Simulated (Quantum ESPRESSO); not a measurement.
# HfW2O8: finding a planted mistake in a log

Computed values, not a measurement. The program is pw.x of Quantum ESPRESSO 7.5 (plane-wave density functional theory). The cell is made up: 11 atoms on a rutile lattice with one site empty, with randomly drawn elements, strain and displacements, not relaxed. PseudoDojo standard norm-conserving files (v0.5 for PBE, v0.4.1 for LDA and PBEsol) set the functional; there is no spin polarisation, spin-orbit coupling or dispersion term, and the masses in the input are unused placeholders.

The hafnium pseudopotential is less sure than the others, with forces about 3 percent (worst 6) and pressure in oxides about 1.5 GPa (worst 2.7) from a second method in checks, which no rerun with the same files tests.

Intended input:

```
&control calculation='scf', pseudo_dir='./dojo.nc.sr.pbe.v0_5.standard.upf', outdir='./o', disk_io='medium', tprnfor=.true., tstress=.true. /
&system ibrav=0, nat=11, ntyp=3, nbnd=50, ecutwfc=84.00895049, nosym=.true., tot_charge=0,
 occupations='smearing', smearing='fd', degauss=0.0018374661
/
&electrons conv_thr=7.350e-09, electron_maxstep=60, /
ATOMIC_SPECIES
Hf 1.0 Hf.upf
O 1.0 O.upf
W 1.0 W.upf
CELL_PARAMETERS angstrom
4.8706 0.0 0.0
0.0 4.8706 0.0
0.0 0.0 6.4408
ATOMIC_POSITIONS angstrom
Hf 0.0654 -0.0716 -0.0327
W 2.4473 2.4582 1.5669
W 2.4107 2.4046 4.7791
O 1.5145 1.6118 0.0048
O 3.3822 3.3661 0.0031
O 3.8437 0.9777 1.5689
O 0.9706 3.8756 1.4555
O 1.506 1.4726 3.3231
O 3.3725 3.4174 3.245
O 4.0476 1.1341 4.7666
O 1.0699 3.9297 4.9396
K_POINTS automatic
5 5 4 1 1 1
```

The log is shortened where brackets say so; the opening notice, blank lines, dates and the lines on written files are dropped, and the path of the files is cut. It prints rydbergs, bohrs and kilobars, and counts compression as positive stress.

Log of the intended run:

```
     Program PWSCF v.7.5
     Parallel version (MPI & OpenMP), running on       1 processor cores
     Number of MPI processes:                 1
     Threads/MPI process:                     1
     [start-up lines left out]
     bravais-lattice index     =            0
     lattice parameter (alat)  =       9.2041  a.u.
     unit-cell volume          =    1031.1013 (a.u.)^3
     number of atoms/cell      =           11
     number of atomic types    =            3
     number of electrons       =        88.00
     number of Kohn-Sham states=           50
     kinetic-energy cutoff     =      84.0090  Ry
     charge density cutoff     =     336.0358  Ry
     scf convergence threshold =      7.3E-09
     mixing beta               =       0.7000
     number of iterations used =            8  plain     mixing
     Exchange-correlation= PBE
                           (   1   4   3   4   0   0   0)
     [axes and pseudopotential details left out]
   Cartesian axes
     site n.     atom                  positions (alat units)
         1        Hf     tau(   1) = (   0.0134275  -0.0147004  -0.0067138  )
         2        W      tau(   2) = (   0.5024638   0.5047017   0.3217057  )
         3        W      tau(   3) = (   0.4949493   0.4936969   0.9812138  )
         4        O      tau(   4) = (   0.3109473   0.3309243   0.0009855  )
         5        O      tau(   5) = (   0.6944114   0.6911058   0.0006365  )
         6        O      tau(   6) = (   0.7891636   0.2007350   0.3221164  )
         7        O      tau(   7) = (   0.1992773   0.7957131   0.2988338  )
         8        O      tau(   8) = (   0.3092022   0.3023447   0.6822773  )
         9        O      tau(   9) = (   0.6924198   0.7016384   0.6662424  )
        10        O      tau(  10) = (   0.8310270   0.2328461   0.9786474  )
        11        O      tau(  11) = (   0.2196649   0.8068205   1.0141666  )
     number of k points=    50  Fermi-Dirac smearing, width (Ry)=  0.0018
                       cart. coord. in units 2pi/alat
        k(    1) = (   0.1000000   0.1000000   0.0945263), wk =   0.0400000
        k(    2) = (   0.1000000   0.1000000   0.2835789), wk =   0.0400000
     [further k points left out]
     Dense  grid:   107087 G-vectors     FFT dimensions: (  54,  54,  72)
     Estimated max dynamical RAM per process >     168.74 MB
     Initial potential from superposition of free atoms
     starting charge      87.9971, renormalised to      88.0000
     Starting wfcs are   62 randomized atomic wfcs
     total cpu time spent up to now is       25.2 secs
     per-process dynamical memory:   102.5 Mb
     Self-consistent Calculation
     iteration #  1     ecut=    84.01 Ry     beta= 0.70
     Davidson diagonalization with overlap
     ethr =  1.00E-02,  avg # of iterations =  2.0
     total cpu time spent up to now is       75.9 secs
     total energy              =    -677.25545549 Ry
     estimated scf accuracy    <       6.69157497 Ry
     iteration #  2     ecut=    84.01 Ry     beta= 0.70
     Davidson diagonalization with overlap
     ethr =  7.60E-03,  avg # of iterations =  6.8
     total cpu time spent up to now is      172.8 secs
     total energy              =    -673.35076278 Ry
     estimated scf accuracy    <      63.54772048 Ry
     [iterations 3 to 16 left out]
     iteration # 17     ecut=    84.01 Ry     beta= 0.70
     Davidson diagonalization with overlap
     ethr =  2.11E-10,  avg # of iterations =  5.2
     total cpu time spent up to now is     1105.1 secs
     total energy              =    -681.18507308 Ry
     estimated scf accuracy    <       0.00000020 Ry
     iteration # 18     ecut=    84.01 Ry     beta= 0.70
     Davidson diagonalization with overlap
     ethr =  2.11E-10,  avg # of iterations =  2.0
     total cpu time spent up to now is     1139.9 secs
     End of self-consistent calculation
     [lines on levels left out]
!    total energy              =    -681.18507310 Ry
     estimated scf accuracy    <          7.1E-09 Ry
     smearing contrib. (-TS)   =      -0.00000000 Ry
     internal energy E=F+TS    =    -681.18507310 Ry
     The total energy is F=E-TS. E is the sum of the following terms:
     one-electron contribution =    -259.18398113 Ry
     hartree contribution      =     164.94065449 Ry
     xc contribution           =    -160.09601808 Ry
     ewald contribution        =    -426.84572838 Ry
     convergence has been achieved in  18 iterations
     Forces acting on atoms (cartesian axes, Ry/au):
     atom    1 type  1   force =    -0.04123769    0.04709887   -0.02186467
     atom    2 type  3   force =     0.07768062   -0.00345287    0.12507413
     atom    3 type  3   force =     0.04696330   -0.03023298   -0.20691462
     atom    4 type  2   force =     0.02667706   -0.00313276    0.00919370
     atom    5 type  2   force =    -0.03178151   -0.02588132    0.04027552
     atom    6 type  2   force =    -0.11584306    0.12638285   -0.04599835
     atom    7 type  2   force =     0.11155251   -0.09976107    0.00689358
     atom    8 type  2   force =     0.08648063    0.10113165    0.02251695
     atom    9 type  2   force =    -0.10762301   -0.09615457   -0.01860788
     atom   10 type  2   force =    -0.13969856    0.08001462    0.07661358
     atom   11 type  2   force =     0.08682970   -0.09601242    0.01281807
     Total force =     0.467095     Total SCF correction =     0.000168
     Computing stress (Cartesian axis) and pressure
          total   stress  (Ry/bohr**3)                   (kbar)     P=     -227.07
  -0.00144434   0.00076054   0.00006384         -212.47      111.88        9.39
   0.00076054  -0.00135169   0.00001651          111.88     -198.84        2.43
   0.00006384   0.00001651  -0.00183483            9.39        2.43     -269.91
     init_run     :     20.92s CPU     25.12s WALL (       1 calls)
     electrons    :   1052.70s CPU   1114.66s WALL (       1 calls)
     forces       :      8.23s CPU      8.32s WALL (       1 calls)
     stress       :     35.76s CPU     37.34s WALL (       1 calls)
     [timing details left out]
     PWSCF        :  18m37.89s CPU  19m46.07s WALL
     JOB DONE.
```

A second run was made from an input with one planted mistake. Its log:

```
     Program PWSCF v.7.5
     Parallel version (MPI & OpenMP), running on       4 processor cores
     Number of MPI processes:                 4
     Threads/MPI process:                     1
     [start-up lines left out]
     bravais-lattice index     =            0
     lattice parameter (alat)  =       9.2041  a.u.
     unit-cell volume          =    1031.1013 (a.u.)^3
     number of atoms/cell      =           11
     number of atomic types    =            3
     number of electrons       =        87.00
     number of Kohn-Sham states=           50
     kinetic-energy cutoff     =      84.0090  Ry
     charge density cutoff     =     336.0358  Ry
     scf convergence threshold =      7.3E-09
     mixing beta               =       0.7000
     number of iterations used =            8  plain     mixing
     Exchange-correlation= PBE
                           (   1   4   3   4   0   0   0)
     [axes and pseudopotential details left out]
   Cartesian axes
     site n.     atom                  positions (alat units)
         1        Hf     tau(   1) = (   0.0134275  -0.0147004  -0.0067138  )
         2        W      tau(   2) = (   0.5024638   0.5047017   0.3217057  )
         3        W      tau(   3) = (   0.4949493   0.4936969   0.9812138  )
         4        O      tau(   4) = (   0.3109473   0.3309243   0.0009855  )
         5        O      tau(   5) = (   0.6944114   0.6911058   0.0006365  )
         6        O      tau(   6) = (   0.7891636   0.2007350   0.3221164  )
         7        O      tau(   7) = (   0.1992773   0.7957131   0.2988338  )
         8        O      tau(   8) = (   0.3092022   0.3023447   0.6822773  )
         9        O      tau(   9) = (   0.6924198   0.7016384   0.6662424  )
        10        O      tau(  10) = (   0.8310270   0.2328461   0.9786474  )
        11        O      tau(  11) = (   0.2196649   0.8068205   1.0141666  )
     number of k points=    50  Fermi-Dirac smearing, width (Ry)=  0.0018
                       cart. coord. in units 2pi/alat
        k(    1) = (   0.1000000   0.1000000   0.0945263), wk =   0.0400000
        k(    2) = (   0.1000000   0.1000000   0.2835789), wk =   0.0400000
     [further k points left out]
     Dense  grid:   107087 G-vectors     FFT dimensions: (  54,  54,  72)
     Estimated max dynamical RAM per process >     301.72 MB
     Estimated total dynamical RAM >       1.10 GB
     Initial potential from superposition of free atoms
     starting charge      87.9971, renormalised to      87.0000
     Starting wfcs are   62 randomized atomic wfcs
     total cpu time spent up to now is        8.1 secs
     per-process dynamical memory:   236.7 Mb
     Self-consistent Calculation
     iteration #  1     ecut=    84.01 Ry     beta= 0.70
     Davidson diagonalization with overlap
     ethr =  1.00E-02,  avg # of iterations =  2.0
     total cpu time spent up to now is       23.4 secs
     total energy              =    -678.12434624 Ry
     estimated scf accuracy    <       6.08429343 Ry
     iteration #  2     ecut=    84.01 Ry     beta= 0.70
     Davidson diagonalization with overlap
     ethr =  6.99E-03,  avg # of iterations =  6.5
     total cpu time spent up to now is       46.3 secs
     total energy              =    -674.25558221 Ry
     estimated scf accuracy    <      58.17847700 Ry
     [iterations 3 to 22 left out]
     iteration # 23     ecut=    84.01 Ry     beta= 0.70
     Davidson diagonalization with overlap
     ethr =  6.19E-11,  avg # of iterations =  3.9
     total cpu time spent up to now is      410.7 secs
     total energy              =    -681.64637384 Ry
     estimated scf accuracy    <       0.00000009 Ry
     iteration # 24     ecut=    84.01 Ry     beta= 0.70
     Davidson diagonalization with overlap
     ethr =  6.19E-11,  avg # of iterations =  1.7
     total cpu time spent up to now is      425.0 secs
     End of self-consistent calculation
     [lines on levels left out]
!    total energy              =    -681.64637384 Ry
     estimated scf accuracy    <          3.4E-09 Ry
     smearing contrib. (-TS)   =      -0.00193008 Ry
     internal energy E=F+TS    =    -681.64444377 Ry
     The total energy is F=E-TS. E is the sum of the following terms:
     one-electron contribution =    -259.50949921 Ry
     hartree contribution      =     163.77810854 Ry
     xc contribution           =    -159.06732472 Ry
     ewald contribution        =    -426.84572838 Ry
     convergence has been achieved in  24 iterations
     Forces acting on atoms (cartesian axes, Ry/au):
     atom    1 type  1   force =    -0.03519348    0.04155690   -0.00838895
     atom    2 type  3   force =     0.05524856    0.00509358    0.09928147
     atom    3 type  3   force =     0.00638295   -0.00592651   -0.18296675
     atom    4 type  2   force =     0.03334977    0.00061573    0.00525751
     atom    5 type  2   force =    -0.03339378   -0.03286894    0.03590218
     atom    6 type  2   force =    -0.11336414    0.12221409   -0.03537512
     atom    7 type  2   force =     0.11780979   -0.10576314    0.01472108
     atom    8 type  2   force =     0.08582670    0.09399720    0.02924812
     atom    9 type  2   force =    -0.09156810   -0.08963630   -0.01012426
     atom   10 type  2   force =    -0.12138952    0.07495084    0.05368660
     atom   11 type  2   force =     0.09629126   -0.10423345   -0.00124186
     Total force =     0.430606     Total SCF correction =     0.000152
     Computing stress (Cartesian axis) and pressure
          total   stress  (Ry/bohr**3)                   (kbar)     P=     -359.69
  -0.00234912   0.00070081   0.00005645         -345.57      103.09        8.30
   0.00070081  -0.00228108   0.00000285          103.09     -335.56        0.42
   0.00005645   0.00000285  -0.00270508            8.30        0.42     -397.93
     init_run     :      7.52s CPU      7.81s WALL (       1 calls)
     electrons    :    414.46s CPU    416.90s WALL (       1 calls)
     forces       :      2.97s CPU      3.00s WALL (       1 calls)
     stress       :     10.78s CPU     11.08s WALL (       1 calls)
     [timing details left out]
     PWSCF        :   7m16.11s CPU   7m19.31s WALL
     JOB DONE.
```

Question: what was wrong in the second input?

Answer: the cell has the wrong charge. The input lines that differ, file-writing options aside:

```
- &system ibrav=0, nat=11, ntyp=3, nbnd=50, ecutwfc=84.00895049, nosym=.true., tot_charge=0,
+ &system ibrav=0, nat=11, ntyp=3, nbnd=50, ecutwfc=84.00895049, nosym=.true., tot_charge=1,
```

```
                                            intended run  run with the mistake
                          free energy (eV)     -9267.995             -9274.271
                    smearing term -TS (eV)        0.0000               -0.0263
                            pressure (GPa)        -22.71                -35.97
            largest force component (eV/Å)         5.320                 4.704
largest change of a force component (eV/Å)                               1.043
                                iterations            18                    24
```

For scale, a rerun of the intended cell at a cutoff of 1437 eV and k mesh 7 x 7 x 6 moved values by no more than 0.006 eV in energy, 0.02 GPa in stress and 0.004 eV/Å in force. The charged cell sits in a uniform background, so its energy and stress rest on the program's zero of potential.